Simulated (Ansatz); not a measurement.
Cr3GeN:
```cif
data_Cr6Ge2N2
_chemical_formula_sum 'Cr6 Ge2 N2'
_space_group_name_H-M_alt 'P-421m'
_space_group_IT_number 113
_space_group_name_Hall 'P -4 2ab'
_cell_length_a 5.22981
_cell_length_b 5.22981
_cell_length_c 3.94192
_cell_angle_alpha 90.000
_cell_angle_beta 90.000
_cell_angle_gamma 90.000
loop_
_atom_site_label
_atom_site_type_symbol
_atom_site_symmetry_multiplicity
_atom_site_Wyckoff_symbol
_atom_site_fract_x
_atom_site_fract_y
_atom_site_fract_z
_atom_site_occupancy
Cr1 Cr 4 e 0.29359 0.20641 0.07814 1
Cr2 Cr 2 b 0.50000 0.50000 0.50000 1
Ge1 Ge 2 c 0.00000 0.50000 0.44381 1
N1 N 2 a 0.00000 0.00000 0.00000 1
```

Relaxed at zero pressure with DFT-PBEsol in the program Ansatz with PAW potentials.

**Question.** The volume is raised by 3 % and shape and atoms relax at that volume. What pressure results, and how do the axes share the change?

**Answer.** -7.1 GPa; a 1.0 %, b 1.0 %, c 0.9 %; the energy rises by 7 meV/atom.

**Question.** Give the new structure.

**Answer.** 
Space group P-42₁m (No. 113); a = 5.283 Å, b = 5.283 Å, c = 3.979 Å, α = 90.00°, β = 90.00°, γ = 90.00°

| atom | site | symmetry | x | y | z |
|---|---|---|---|---|---|
| Cr | 4e | ..m | 0.2917 | 0.2083 | 0.0794 |
| Cr | 2b | -4.. | 0.5000 | 0.5000 | 0.5000 |
| Ge | 2c | 2.mm | 0.0000 | 0.5000 | 0.4446 |
| N | 2a | -4.. | 0.0000 | 0.0000 | 0.0000 |

The phase is kept; no other phase was compared at this pressure.

Space group P-42_1m. The workflow started from a Materials Project entry (that database holds measured and hypothetical structures alike); the Crystallography Open Database files this formula in space group No. 113, but the cells were not matched. Whether it is the stable phase at ambient conditions was not checked. The PBEsol relaxation kept the symmetry of its start; of distortions, only those at the zone centre were tested. The run is not spin-polarised.

Potentials: the later of the program's two PAW sets.
